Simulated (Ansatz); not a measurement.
BeCdO2 in space group P3m1 (No. 156; Cd on 1b, O on 1b, Be on 1c, O on 1c), r²SCAN (plane waves, PAW; program Ansatz), all energies at zero smearing, with the estimated change up to a 700 eV cutoff added, with one set of potentials and settings (totals compare only within such a set). Cell of 4 atoms (1 Cd, 2 O, 1 Be): -9500.516 eV.

| element | reference phase | E (eV/atom) |
|---|---|---|
| Cd | P6_3/mmc, 2 atoms in the cell | -8268.2565 |
| O | C2/m, 4 atoms in the cell, spin-polarised | -566.0346 |
| Be | P6_3/mmc, 2 atoms in the cell | -93.3361 |

Formation energy per atom, worked out: (-9500.516 − 1×(-8268.2565) − 2×(-566.0346) − 1×(-93.3361))/4 = -1.713 eV/atom (-165 kJ per mol of atoms), at 0 K, without zero-point energy or fitted corrections.

The start of the workflow was typed in or built on a structure type; neither database checked (COD, Materials Project) lists it. Whether it is the stable phase at ambient conditions was not checked. The r²SCAN relaxation kept the symmetry of its start; its stability against distortions is not shown here. The references are the lowest solids computed at this level, not always the standard phases (solids in place of the gases).

Potentials: the earlier of the program's two PAW sets. The files were generated under PBE; for other functionals the program regenerates the frozen cores, and for LDA and PBEsol the local potential too.
